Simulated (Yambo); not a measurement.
BSE-type run in Yambo on RbBH4 (space group F-43m, No. 216), at zero momentum.

Quantum ESPRESSO step (LDA, PseudoDojo standard norm-conserving files, scalar-relativistic):
```
&CONTROL
  calculation = 'nscf'
  pseudo_dir = './pseudo'
  outdir = './out'
/
&SYSTEM
  ibrav = 0
  nat = 6
  ntyp = 3
  ecutwfc = 76.0
  ecutrho = 304.0
  occupations = 'fixed'
  force_symmorphic = .true.
  nbnd = 42
/
&ELECTRONS
  conv_thr = 6.000000000000001e-09
  diago_full_acc = .true.
  diago_thr_init = 1e-08
/
ATOMIC_SPECIES
H 1.0080 H.upf
B 10.8100 B.upf
Rb 85.4678 Rb.upf
CELL_PARAMETERS angstrom
  0.000000000000   3.453240000000   3.453240000000
  3.453240000000   0.000000000000   3.453240000000
  3.453240000000   3.453240000000   0.000000000000
ATOMIC_POSITIONS crystal
H   0.397580000000   0.807260000000   0.397580000000
H   0.397580000000   0.397580000000   0.807260000000
H   0.397580000000   0.397580000000   0.397580000000
H   0.807260000000   0.397580000000   0.397580000000
B   0.500000000000   0.500000000000   0.500000000000
Rb   0.000000000000   0.000000000000   0.000000000000
K_POINTS automatic
8 8 8 0 0 0
```

Yambo input:
```
rim_cut
optics
bse
bss
dipoles
em1s
RandQpts= 1000000
RandGvec= 1 Ry
FFTGvecs= 40 Ry
Chimod= "HARTREE"
BSKmod= "SEX"
BSEmod= "resonant"
BSSmod= "hs"
BSENGexx= 15 Ry
BSENGBlk= 1 Ry
% KfnQP_E
 3.292 | 1.0 | 1.0 |
%
% BSEQptR
 1 | 1 |
%
% BSEBands
 5 | 15 |
%
% BEnRange
 0.0 | 15.7 | eV
%
% BDmRange
 0.15 | 0.15 | eV
%
BEnSteps= 314
% BLongDir
 1.0 | 0.0 | 0.0 |
%
BSHayTrs= -0.02
BSSNEig= 24
WRbsWF
% BndsRnXs
 1 | 37 |
%
NGsBlkXs= 1 Ry
% LongDrXs
 1.0 | 1.0 | 1.0 |
%
```

From the report:

The dimension is k points × valence × conduction bands = 512 × 4 × 7 = 14336.
```
   [SLEPC] Approach                          : Krylov-Schur
   [SLEPC] Number of requested eigenvalues   :  24
   [SLEPC] Number of eigenvalues        [NEV]:  24
    [K] Dimension                                    :  14336
    [K] Bands                                        :   5  15
    [K] Exchange res                                 : yes
    [K] Correlation res                              : yes
    [K] W interaction is bare                        : no
    [K] RL vectors exchange                          :   561
    [K] RL vectors correlation                       :  27
    [W] Matrix size                                  :  27
    [W] Bands                                        :    1   37
    [W] Coulomb Cutoff                               : none
    [W] Hxc Kernel                                   : HARTREE
```
Lowest eigenvalues (eV; in brackets the number of states within 2 meV): 7.81 (3), 7.88 (3), 8.25 (3), 8.25 (2), 8.44 (1), 8.51 (3). They depend on the mesh, which isn't converged, and on the G0W0 scissor.

Geometry of the Materials Project entry, not relaxed at this level.

The structure is a Materials Project entry; no match was found in the copy of COD used, and its stability was not checked.
